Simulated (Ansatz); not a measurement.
P:
```yaml
crystal:
  lattice:
    - [3.28511, 0.00000, 0.00000]
    - [0.00000, 4.58575, 0.00000]
    - [0.00000, 0.00000, 30.00000]
  atoms:
    - { symbol: P, position: [0.00000, 0.91012, 0.53482] }
    - { symbol: P, position: [0.50000, 0.58988, 0.53482] }
    - { symbol: P, position: [0.00000, 0.08988, 0.46518] }
    - { symbol: P, position: [0.50000, 0.41012, 0.46518] }
```
Free-standing layer in the xy plane with vacuum along z and no interaction between images.

Relaxed with r²SCAN+D4.

Problem. Tabulate the total density of states from DFT-r²SCAN+D4 in the program Ansatz with PAW potentials.

Solution. States/eV per cell of 4 atoms, means over 0.25 eV bins, energy of the bin centre from the valence-band maximum.

```csv
E (eV),total
-7.85,0.55
-7.60,0.50
-7.35,0.47
-7.10,0.43
-6.85,0.40
-6.60,0.41
-6.35,0.80
-6.10,2.05
-5.85,2.01
-5.60,1.89
-5.35,3.29
-5.10,1.52
-4.85,1.24
-4.60,1.63
-4.35,1.54
-4.10,1.62
-3.85,2.00
-3.60,3.19
-3.35,3.28
-3.10,2.93
-2.85,1.66
-2.60,1.44
-2.35,0.65
-2.10,1.36
-1.85,2.57
-1.60,3.68
-1.35,3.46
-1.10,2.11
-0.85,1.51
-0.60,0.73
-0.35,0.48
-0.10,0.33
0.15,0.00
0.40,0.00
0.65,0.00
0.90,0.00
1.15,0.21
1.40,1.14
1.65,1.77
1.90,1.94
2.15,2.42
2.40,2.84
2.65,3.31
2.90,3.88
3.15,3.75
3.40,3.55
3.65,2.54
3.90,2.33
4.15,2.11
4.40,2.10
4.65,2.00
4.90,2.59
```

Space group Pmna (puckered). A layer that has been made, often on a substrate. Symmetry was held in the r²SCAN+D4 relaxation; its stability against distortions is not shown here.

Potentials: the later of the program's two PAW sets.
